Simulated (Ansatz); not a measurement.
Relaxed candidate structures of Se:

**A**
```
CELL_PARAMETERS angstrom
      0.00000     3.14463     3.14463
      3.14463     0.00000     3.14463
      3.14463     3.14463     0.00000
ATOMIC_POSITIONS crystal
  Se 0.00000 0.00000 0.00000
  Se 0.25000 0.25000 0.25000
```

**B**
```xyz
3
Lattice="3.9068 -2.2519 0.0000 3.9068 2.2519 0.0000 -0.0032 0.0000 4.9906" Properties=species:S:1:pos:R:3 pbc="T T T"
Se     0.8467    -0.4752     0.8320
Se     3.9052    -1.2603     2.4953
Se     6.9637    -0.4752     4.1586
```

**C**
```
Se
1.0
    5.12141     0.00000     0.00000
    0.00000     5.12141     0.00000
    0.00000     0.00000     4.16950
Se
4
Cartesian
  2.56071   2.56071   0.00000
  0.00000   0.00000   0.00000
  0.00000   2.56071   0.62474
  2.56071   0.00000   3.54476
```

### Question
Rank these by energy per atom (lowest first), as r2SCAN (plane waves to 500 eV, PAW, scalar-relativistic; Ansatz, a program for electronic structure) gives it.

### Answer
B (reference, the lowest of the structures calculated here), C (+0.25 eV/atom), A (+0.67 eV/atom)

### Question
Give each candidate's band gap.

### Answer
No gap: A, C. B: 1.33 eV (no spin-orbit coupling).

 4 generated cells of layers, chains or molecules, poorly bound without dispersion, are left out. Each run could gain symmetry but not lose that of its start, so entries can be saddle points. From databases, or of a type measured for this composition: P3₁21, hP3, AFLOW prototype A_hP3_152_a (A8, as in Se); the others are generated cells (placed on structure types, drawn at random, substituted or restacked) that were not matched to a known phase here. Static energies at zero pressure. The runs use different k-meshes, so differences are rounded accordingly. No spin polarisation in the result. Without a van der Waals term the distances between weakly bound units are poorly fixed.
